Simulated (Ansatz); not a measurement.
WSeS:
```
CELL_PARAMETERS angstrom
      3.23581     0.00000     0.00000
     -1.61791     2.80230     0.00000
      0.00000     0.00000    12.89662
ATOMIC_POSITIONS crystal
  W  0.33333 0.66667 0.25992
  W  0.66667 0.33333 0.74008
  Se 0.33333 0.66667 0.87168
  Se 0.66667 0.33333 0.12832
  S  0.66667 0.33333 0.37835
  S  0.33333 0.66667 0.62165
```

Relaxed with r²SCAN+D4.

### Question
Map the valence electron density (e/Å³), cut off at 1 on the plane through (0.333, 0.667, 0.260) spanned by u = [0, 0, 1] and v = [1, -1, 0] in lattice vectors, from r²SCAN+D4 (plane waves, PAW; program Ansatz).

### Answer
x is the fraction of u, y of v (the angle between them is 90°; rows are the nearest grid lines); atoms in the plane: W at (0.00, 0.00), W at (0.48, 0.33), Se at (0.61, 0.00), Se at (0.87, 0.33), S at (0.12, 0.33), S at (0.36, 0.00).
```
|@@@#:.     -@@:.@%=:=@@@@@@-.     .:#@@@|
|@@@*:.     -%@==@%=:=@@@@@@-.     .:#@@@|
|@@@+:.     :*@@@@#-:=#@@@@#:     ..:+@@@|
|@@+:..     .:+##*=::-=*@%+-.     ..::+@@|
|*=:...      .:===-:::-===-.      ...::=*|
|-:...        .:::::::::::.       .....:-|
|:...          ...........         .....:|
|...              .....               ...|
|...              .....               ...|
|....             ......           ......|
|:......        ....:....        .......:|
|::::-::.       ...:-:....      ..:--::::|
|::=#%%#=.     ..:+@@%-:..     .-*@@%+-::|
|:-+@@@@*:     .:-@@@@+:..     .=@@@@#=::|
|:-*@@#@%-.    .:=@@@@#:..     :*@@@@@=::|
|:-#@=:@@=.    .:+@@@@@-..     :#@@@@@+::|
|:-#@- @@=.    .:+@@@@@-..     :#@@@@@+::|
|:-*@@@@#:    ..:=@@@@*-:..    .+@@@@%=::|
|-=*@@@%=.    .:-+%@@@+=-:..   .-#@@@#=--|
|*++#%#+:.   .-+***%@*++*+-.    :=#%#*++*|
|@@#++=-.   .:+%@%*+==*%@@*-.   .:=+++*@@|
|@@@+:.     :*@@@@#=:=%@@@@#:     .:-+@@@|
|@@@*:.     -%@+=@%=:=@@@@@@-.    ..:#@@@|
|@@@#:.     -@@:.@%=:=@@@@@@-.     .:#@@@|
```
Scale: ten equal steps from 0.012 (start of ' ') to 1.00 (end of '@'), in the order ' .:-=+*#%@'; x runs from 0.000 to 1.00, y from 0.000 (bottom) to 1.00 (top).

The density is the valence pseudo-density with augmentation charge, so density and ELF within about 1 Å of a nucleus are not all-electron values.

Space group P-3m1. The first step of the workflow began from a Materials Project structure, measured or hypothetical; the Crystallography Open Database copy checked does not list it. Whether it is the stable phase at ambient conditions was not checked. The r²SCAN+D4 relaxation kept the symmetry of its start; whether a distortion lowers the energy is not shown. The run is not spin-polarised. Spin–orbit coupling is left out wherever it is not named.

Potentials: the later of the program's two PAW sets.
